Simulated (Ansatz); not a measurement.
TiSi2:
```
CELL_PARAMETERS angstrom
      0.00000     4.11404     4.26564
      2.38788     0.00000     4.26564
      2.38788     4.11404     0.00000
ATOMIC_POSITIONS crystal
  Ti 0.50000 0.50000 0.50000
  Ti 0.75000 0.75000 0.75000
  Si 0.83795 0.16205 0.83795
  Si 0.16205 0.83795 0.16205
  Si 0.41205 0.08795 0.41205
  Si 0.08795 0.41205 0.08795
```

Relaxed with DFT-r²SCAN in the program Ansatz with PAW potentials. Indices refer to the conventional cell of Fddd, a = 4.7758 Å, b = 8.2281 Å, c = 8.5313 Å, α = β = γ = 90.00°.

Task: Simulate the powder diffraction pattern (Ag Kα, λ = 0.560885 Å; lines above 1 %) up to 2θ = 30°.

Result: Simulated powder pattern, Ag Kα, λ = 0.560885 Å (kinematic, ideal powder, no thermal factors, no anomalous dispersion; the 30 strongest lines at most, above 1 %, up to 2θ = 30°):

| 2θ (°) | d (Å) | I/Imax (%) | hkl |
|---|---|---|---|
| 8.65 | 3.718 | 9.5 | (111) |
| 10.87 | 2.961 | 8.7 | (022) |
| 13.75 | 2.342 | 3.0 | (113) |
| 14.06 | 2.291 | 100 | (131) |
| 15.11 | 2.133 | 41 | (004) |
| 15.47 | 2.084 | 76 | (202) |
| 15.61 | 2.065 | 3.2 | (220) |
| 17.68 | 1.824 | 51 | (133) |
| 21.12 | 1.531 | 1.6 | (151) |
| 21.79 | 1.484 | 1.9 | (224) |
| 23.34 | 1.386 | 22 | (135) |
| 23.71 | 1.365 | 1.1 | (153) |
| 23.81 | 1.359 | 20 | (331) |
| 24.81 | 1.306 | 18 | (062) |
| 26.16 | 1.239 | 15 | (333) |
| 26.54 | 1.222 | 14 | (206) |
| 27.17 | 1.194 | 6.6 | (400) |
| 27.28 | 1.189 | 13 | (260) |
| 29.97 | 1.085 | 9.4 | (137) |

Symmetry was held in the r²SCAN relaxation; of distortions, only those at the zone centre were tested. No spin polarisation was allowed.

Potentials: the earlier of the program's two PAW sets.
